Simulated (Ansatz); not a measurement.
A crystal relaxed with r2SCAN in Ansatz has space group P-4m2 (No. 115) and a = 3.577 Å, c = 5.359 Å.

```csv
atom,site,x,y,z
Zr,1c,0.5000,0.5000,0.5000
Xx,1a,0.0000,0.0000,0.0000
O,2g,0.5000,0.0000,0.6830
O,2g,0.0000,0.5000,0.8175
```

With r2SCAN the valence top lies at M and the conduction bottom at Γ, 2.54 eV higher; the smallest vertical gap, at Γ, is 2.70 eV. With HSE06 the valence top lies at M and the conduction bottom at Γ, 3.39 eV higher; the smallest vertical gap, at Γ, is 3.63 eV. Meshes: r2SCAN 8×8×6, HSE06 4×4×4. r2SCAN's ε∞ is 5.0 along x and y, 4.6 along z.

Task: Which element is Xx?
A. C
B. Sn
C. Ge
D. Si

Result: B. Xx is Sn: ZrSnO₄ on the sites of tetragonal HfO2 (relaxed group P-4m2). Zr is surrounded by 8 O at 2.04–2.47 Å; Sn is surrounded by 8 O at 2.04–2.47 Å; O is surrounded by 2 Zr at 2.04 Å and 2 Sn at 2.47 Å; O is surrounded by 2 Sn at 2.04 Å and 2 Zr at 2.47 Å.

Simulation only: spin-unpolarised, and no claim that this is the phase found in nature.

No spin-orbit coupling is included; it can move band edges with weight on the heavy atoms by tenths of an eV.

The meshes of the hybrids are coarse, so their gaps aren't converged to the digits shown.
